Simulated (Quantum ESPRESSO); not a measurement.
## Convergence of NMR parameters in SiC

```
CELL_PARAMETERS angstrom
      0.00000     2.17699     2.17699
      2.17699     0.00000     2.17699
      2.17699     2.17699     0.00000
ATOMIC_POSITIONS crystal
  Si 0.25000 0.25000 0.25000
  C  0.00000 0.00000 0.00000
```
The cell comes from the Materials Project (a computed structure). It is SiC in F-43m. Stability against distortions was not tested.

Method: σ by PBE GIPAW (a modified build of Quantum ESPRESSO, JTH PAW datasets). The cutoff rises from row to row, with the meshes as listed. Costs are rough, from a shared machine. These are absolute shieldings with no macroscopic susceptibility term; δ = σ_ref − σ needs a reference computed alike. No d partial waves on Si: the paramagnetic term there is incompletely reconstructed.

```tsv
setting	cutoff (Ha)	k-mesh
A	10	5×5×5 through Γ
B	12	7×7×7 shifted
C	20	10×10×10 shifted
D	30	14×14×14 shifted
```

Task: From which setting on does σ_iso Si (ppm) stay within 5 of the tightest run?

Result: From B on. Differences from the tightest run: A -21.3, B -0.4, C -0.6.

```csv
setting,cutoff (Ha),k-mesh,σ_iso Si (ppm),σ_iso C (ppm),f-sum rule missed by (%),rough cost ratio
A,10,5×5×5 through Γ,338.0,153.4,5.4,about 1
B,12,7×7×7 shifted,358.9,147.0,0.30,2
C,20,10×10×10 shifted,358.7,141.8,0.00,8
D,30,14×14×14 shifted,359.3,142.0,0.00,60
```
